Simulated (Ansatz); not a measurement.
Rb2ScInCl6:
Space group Fm-3m (No. 225); a = b = c = 10.9318 Å, α = β = γ = 90.00°

```
atom  site  symmetry       x       y       z
----  ----  --------  ------  ------  ------
Rb      8c      -43m  0.2500  0.2500  0.2500
Sc      4a      m-3m  0.0000  0.0000  0.0000
In      4b      m-3m  0.5000  0.5000  0.5000
Cl     24e      4m.m  0.0000  0.0000  0.2273
```
(The calculation used a cell of 10 atoms; values per cell refer to that cell.)

Relaxed with r²SCAN. r²SCAN in the plane-wave PAW code Ansatz gives a gap of 2.63 eV.

### Question
What gap does HSE06 give on the same cell (Ansatz, PAW)?

### Answer
3.47 eV, 0.84 eV more. The hybrid was solved on a coarser mesh and at special points; its gap is the smallest among all of these.

```tsv
k	v1 r²SCAN	c1 r²SCAN	v1 HSE06	c1 HSE06
Γ	-0.76	2.69	___	___
X	-0.60	2.68	___	___
L	0.00	2.63	0.00	3.47
W	-0.37	2.78	___	___
K	-0.38	2.71	___	___
```

### Question
Top valence (v1) and lowest conduction level (c1) in eV from each method's valence maximum (which need not be a listed point): supply the withheld HSE06 values.

### Answer

- W, v1 HSE06: -0.35
- W, c1 HSE06: 3.71
- Γ, v1 HSE06: -0.83
- Γ, c1 HSE06: 3.61
- K, v1 HSE06: -0.37
- K, c1 HSE06: 3.63
- X, v1 HSE06: -0.58
- X, c1 HSE06: 3.61

Cost on shared cores: the r²SCAN run (SCF on a 5×5×5 mesh, then bands and DOS) roughly 2.6 core-minutes, the HSE06 run (SCF on 3×3×3, then a few points) around 6 core-minutes (rough); the tasks are unlike.

The workflow started from a Materials Project entry (that database holds measured and hypothetical structures alike); the Crystallography Open Database copy checked does not list it. Whether it is the stable phase at ambient conditions was not checked. The cell was relaxed with r²SCAN under the symmetry of its start; its stability against distortions is not shown here. The run is not spin-polarised. Scalar-relativistic: spin–orbit coupling is off unless named, which matters more the heavier the elements.

Potentials: the later of the program's two PAW sets.
